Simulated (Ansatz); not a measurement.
Total density of states per atom from the program Ansatz at the r²SCAN level (PAW), in 0.25 eV bins, energy from the Fermi level:

```tsv
E (eV)	states/eV/atom
-7.85	0.04
-7.60	0.05
-7.35	0.07
-7.10	0.08
-6.85	0.09
-6.60	0.10
-6.35	0.13
-6.10	0.19
-5.85	0.32
-5.60	0.52
-5.35	0.63
-5.10	0.74
-4.85	0.83
-4.60	0.76
-4.35	1.00
-4.10	1.20
-3.85	1.45
-3.60	1.27
-3.35	1.08
-3.10	1.19
-2.85	1.02
-2.60	1.07
-2.35	1.36
-2.10	1.66
-1.85	1.93
-1.60	2.45
-1.35	2.18
-1.10	1.95
-0.85	1.69
-0.60	1.51
-0.35	0.85
-0.10	0.61
0.15	0.48
0.40	0.76
0.65	1.29
0.90	1.43
1.15	0.98
1.40	0.59
1.65	0.61
1.90	0.79
2.15	1.02
2.40	1.14
2.65	1.23
2.90	1.04
3.15	0.71
3.40	0.52
3.65	0.42
3.90	0.36
4.15	0.27
4.40	0.24
4.65	0.22
```

Which of these materials gives this?
(A) ZrHg, L1₀ or tetragonal B2
(B) HfCo, CsCl type
(C) SrCo2Ge2, I4/mmm (Sr on 2a, Co on 4d, Ge on 4e)
(D) CoMo, L1₀ or tetragonal B2

D, CoMo, L1₀ or tetragonal B2. Within 0.5 eV of the Fermi level: Co 3d 55 %, Mo 4d 38 %. Projections are on Löwdin-orthogonalised atomic valence shells; empty p or d shells of many metals are not among them.

Space group P4/mmm (L1₀ or tetragonal B2). The start of the workflow was typed in or built on a structure type; neither database checked (COD, Materials Project) lists it. Its standing as an ambient phase is unchecked. The cell was relaxed with r²SCAN under the symmetry of its start; whether a distortion lowers the energy is not shown. The workflow began spin-polarised and lost its moments. Its formation energy is positive at this level, so the cell may be metastable or incomplete. Spin–orbit coupling is left out wherever it is not named.

Potentials: the later of the program's two PAW sets.
